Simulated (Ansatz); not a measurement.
TiO:
```xyz
6
Lattice="4.0400 0.0000 0.0000 0.0000 4.0400 0.0000 0.0000 0.0000 4.0400" Properties=species:S:1:pos:R:3 pbc="T T T"
Ti     2.0200     2.0200     0.0000
Ti     0.0000     2.0200     2.0200
Ti     2.0200     0.0000     2.0200
O      0.0000     2.0200     0.0000
O      2.0200     0.0000     0.0000
O      0.0000     0.0000     2.0200
```

Relaxed with HSE06. Special points in fractions of this cell's reciprocal vectors: Γ (0.000, 0.000, 0.000); X (0.000, 0.500, 0.000); M (0.500, 0.500, 0.000); R (0.500, 0.500, 0.500).

Question: List the band energies nearest the Fermi level at these points for HSE06 in the plane-wave PAW code Ansatz.

Answer: In eV from the Fermi level; about four levels below and three above (degenerate sets whole), none deeper than 8.9 eV; points with the same levels are listed once.

```json
[
 {"k": "Γ", "below": "-4.08 -4.08 -4.08 -1.87 -1.87 -1.87", "above": "2.21 2.21 2.21"},
 {"k": "X", "below": "-4.77 -4.77 -3.42 -1.45", "above": "0.46 0.46 1.57"},
 {"k": "M", "below": "-6.12 -3.60 -1.93 -1.10", "above": "0.08 0.08 2.42"},
 {"k": "R", "below": "-0.85 -0.85 -0.85 -0.01", "above": "3.37 3.37 3.37"}
]
```

Space group Pm-3m. The first step of the workflow began from a Materials Project structure, measured or hypothetical; the Crystallography Open Database copy checked does not list it. COD files the formula under space group No. 12, 225. Its standing as an ambient phase is unchecked. The HSE06 relaxation kept the symmetry of its start; its stability against distortions is not shown here. The workflow began spin-polarised and lost its moments. The hybrid run found no gap, on a coarse k-mesh.

Potentials: the later of the program's two PAW sets.
